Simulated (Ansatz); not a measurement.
ZnAg: stationary points along a deformation path

Method: DFT r2SCAN, scalar-relativistic, plane waves, PAW (Ansatz). Cutoff 500 eV, Γ-centred 16×16×16 k-points, Gaussian smearing of 0.15 eV. No spin polarisation. Energies are free energies at this smearing, counted from the undisturbed cell; pressure is positive in compression.

Reference structure (as given, not relaxed at this level; it stands at -1.5 GPa, and it needn't be the usual structure):

```
CELL_PARAMETERS angstrom
3.15600 0.00000 0.00000
0.00000 3.15600 0.00000
0.00000 0.00000 3.15600
ATOMIC_POSITIONS crystal
Zn 0.50000 0.50000 0.50000
Ag 0.00000 0.00000 0.00000
```

At fixed volume and fractional coordinates, lengths along (0.577, 0.577, 0.577) are scaled against those across it; ρ is that ratio over its starting value. V = 15.717 Å³/atom. Δσ is the stress along the axis less the mean stress across it (compression positive).

| ρ | ΔE (meV/atom) | Δσ (GPa) | space group |
| --- | --- | --- | --- |
| 0.500 | 6714.0 | 502.12 | R-3m |
| 0.600 | 2545.2 | 225.48 | R-3m |
| 0.710 | 855.2 | 97.18 | R-3m |
| 0.850 | 140.4 | 30.72 | R-3m |
| 0.930 | 23.1 | 10.87 | R-3m |
| 1.000 | 0.0 | 0.00 | Pm-3m |
| 1.080 | 19.4 | -7.19 | R-3m |
| 1.200 | 90.2 | -12.10 | R-3m |
| 1.410 | 223.2 | -13.39 | R-3m |
| 1.700 | 360.7 | -7.16 | R-3m |
| 2.000 | 401.8 | 0.00 | Fm-3m |

How does the stress give the slope of the energy, and where is the energy stationary?

Along the path d ln(length) is 2/3 d ln ρ on the axis and −1/3 d ln ρ across it, so dE/d ln ρ = −(2/3) V Δσ: the energy falls with ρ where Δσ is positive. Δσ vanishes or changes sign at ρ = 1.000 (Pm-3m), a minimum at 0.0 meV/atom; at ρ = 2.000 (Fm-3m, an end of the scan), at 401.8 meV/atom. Pairs of stationary points between two samples would go unseen, and could change a minimum read from distant neighbours into a maximum. At ρ = 1.000, 2.000 the cell is cubic, where symmetry alone makes the stress isotropic and the slope zero.

Which shear constant sets the curvature at ρ = 1?

For a cubic crystal E/V = (2/3) C (ln ρ)² with C = C44, so Δσ = −2C ln ρ. The parabola of Δσ against ln ρ through ρ = 0.930, 1 and 1.080 gives C ≈ 61 GPa with the ions clamped, rough because the steps are large. It is the stress–strain coefficient at this cell's pressure of -1.5 GPa, not the zero-pressure constant.

In a metal these slopes depend on the k mesh and the smearing.